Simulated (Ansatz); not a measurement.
Ta$_{3}$N: a faulty run and its cure

Someone meant to compute Ta$_{3}$N with PBE, plane waves and PAW in Ansatz and wrote this input.

```yaml
crystal:
  lattice:
    - [3.0322239879, 0.0, 0.0]
    - [-1.516111994, 2.6259830035, 0.0]
    - [0.0, 0.0, 7.524137]
  atoms:
    - { symbol: Ta, position: [0.0, 0.0, 0.5] }
    - { symbol: Ta, position: [0.3333333333, 0.6666666667, 0.17393] }
    - { symbol: Ta, position: [0.6666666667, 0.3333333333, 0.82607] }
    - { symbol: "N", position: [0.0, 0.0, 0.0] }
basis:
  ecutwfc: 420
kpoints:
  mp_grid: { grid: [15, 15, 6] }
hamiltonian:
  xc: pbe
scf:
  occupations: { method: gaussian, width: 0.1 }
  max_iter: 12
  convergence: { dr2_threshold: "1e-19 eV" }
output:
  forces: true
  stress: true
  eigenvalues: true
```

The program printed (HF is the Harris–Foulkes energy, dr2 the density residual in eV):

```text
Pseudopotential: Ta, paw, valence charge 13, recommended cutoff 420 eV (normal)
Pseudopotential: N, paw, valence charge 5, recommended cutoff 420 eV (normal)
Crystal: 4 atoms, lattice volume = 59.911 Å³
Basis set: ecut = 420 eV, 1189 PW (Γ), exchange–correlation on 48×48×108 points (8 copies of the dense FFT grid, shifted against one another)
Bands: 27, of which v1, the nominal top of the filled ones, is band 22 counted from 1 (21 counted from 0)
Symmetry: 12 space group operations
Space group: P-3m1 (ITA 164), of the structure as read, at distance tolerance 3.9e-5 Å
k-points: 146 of 1350
Initial density: superposition of atomic densities, corrected by the library's trained network
SCF iter   1: HF=-30182.598747 eV  Δρ=8.90e-3  dr2=1.28e-1
SCF iter   2: HF=-30182.588054 eV  Δρ=4.41e-3  dr2=9.21e-3
SCF iter   3: HF=-30182.586786 eV  Δρ=2.08e-3  dr2=2.33e-3
SCF iter   4: HF=-30182.586273 eV  Δρ=2.96e-4  dr2=5.83e-5
   ...
SCF iter  10: HF=-30182.586272 eV  Δρ=3.78e-8  dr2=3.28e-12
SCF iter  11: HF=-30182.586272 eV  Δρ=7.96e-9  dr2=1.39e-13
SCF iter  12: HF=-30182.586272 eV  Δρ=1.59e-9  dr2=1.73e-15
Error: did not converge after 12 iterations: dr2 = 1.73e-15 (threshold 1.00e-19), under the density mixer `msr1`, which `scf.mixing.algorithm: auto` chose by the deck's other keys (type `scf.mixing.algorithm: msr1` to keep it); raise `scf.max_iter`, which need not help a stalled SCF …
```

Problem. What is wrong, and how is it cured?

Solution. The fault is an SCF threshold too tight for the iterations allowed. The residual can't fall so far within the iterations allowed. The cure is the default threshold.

The change to the input:

```diff
 scf:
-  max_iter: 12
-  convergence: { dr2_threshold: "1e-19 eV" }
```

With the mended input the run converges and gives a largest force of 0.102 eV/Å, no gap.